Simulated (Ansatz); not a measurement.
Consider the following.

Cd (hcp, Mg type)

```cif
data_Cd2
_chemical_formula_sum 'Cd2'
_space_group_name_H-M_alt 'P 1'
_space_group_IT_number 1
_cell_length_a 2.96206
_cell_length_b 2.96206
_cell_length_c 5.80108
_cell_angle_alpha 90.000
_cell_angle_beta 90.000
_cell_angle_gamma 120.000
loop_
_space_group_symop_operation_xyz
  'x, y, z'
loop_
_atom_site_label
_atom_site_type_symbol
_atom_site_fract_x
_atom_site_fract_y
_atom_site_fract_z
_atom_site_occupancy
Cd1 Cd 0.33333 0.66667 0.75000 1
Cd2 Cd 0.66667 0.33333 0.25000 1
```

The volume is varied about the relaxed value V₀ at fixed cell shape. Symmetry pins the atoms to their sites.

All values below come from r2SCAN (plane waves to 500 eV, PAW, scalar-relativistic; Ansatz, an electronic-structure program). k mesh 18×18×8 (Γ-centred), Fermi-Dirac smearing 0.05 eV. The energy includes the smearing's −TS. Compression counts positive. With the shape held, the modulus is that of even scaling; a crystal free to change shape is softer. Cd was relaxed with its symmetry unable to fall. The PAW data are Ansatz's earlier set. ΔE is measured from the relaxed starting cell.

The scan covers V/V₀ from 0.940 to 1.060 in 13 points.

**Question.** What pressure does the cell carry at V/V₀ = 0.940?

**Answer.** 4.2 GPa.

**Question.** What is ΔE at V/V₀ = 0.940?

**Answer.** 16 meV/atom.

(Under strain, the slope of the energy per volume gives the stress and its curvature an elastic modulus.)
